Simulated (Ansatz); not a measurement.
## One input, then a changed one: BAs

First run: DFT, r2SCAN, all-electron PAW with datasets made for the crystal, scalar-relativistic (Ansatz 0.2.0).

Command: `ansatz run input.yaml --threads 1 --pin off --max-ram 2048MiB --backend cpu --events-out ev --progress --plain --runs-dir out` It took 22 s on 1 thread of AMD EPYC 7R13 Processor (Zen 3) (shared host), peak memory 0.76 GiB.

```yaml
crystal:
  lattice:
    - [0.0, 1.8303300793, 1.8303300793]
    - [1.8303300793, 0.0, 1.8303300793]
    - [1.8303300793, 1.8303300793, 0.0]
  atoms:
    - { symbol: B, position: [0.0, 0.0, 0.0] }
    - { symbol: As, position: [0.25, 0.25, 0.25] }
kpoints:
  mp_grid: { grid: [13, 13, 13] }
scf:
  occupations: { method: fermi_dirac, width: 0.05 }
hamiltonian:
  xc: r2scan
  pseudopotentials: { kind: all_electron, datasets: crystal }
output:
  forces: true
  stress: true
  eigenvalues: true
  efg: { contact_densities: true }
```

The base volume is that of a database entry, with shape and atoms relaxed on PAW files at held volume, so it needn't be at zero pressure; the structure needn't be the stable phase, at rest or compressed.

This run: volume at 0.45 of the series' base cell.

It converges in 8 SCF iterations at a pressure of 529.0 GPa.

The input is then changed:

```diff
 scf:
-  occupations: { method: fermi_dirac, width: 0.05 }
+  occupations: { method: fermi_dirac, width: 0.001 }
+  n_extra_bands: 1
+  mixing: { algorithm: broyden, beta: 0.7, ndim: 16 }
 hamiltonian:
```

**Question.** What does the second run give?

**Answer.** It converges in 8 SCF iterations at a pressure of 529.0 GPa, free energy 0.0 meV/atom against the first run's.
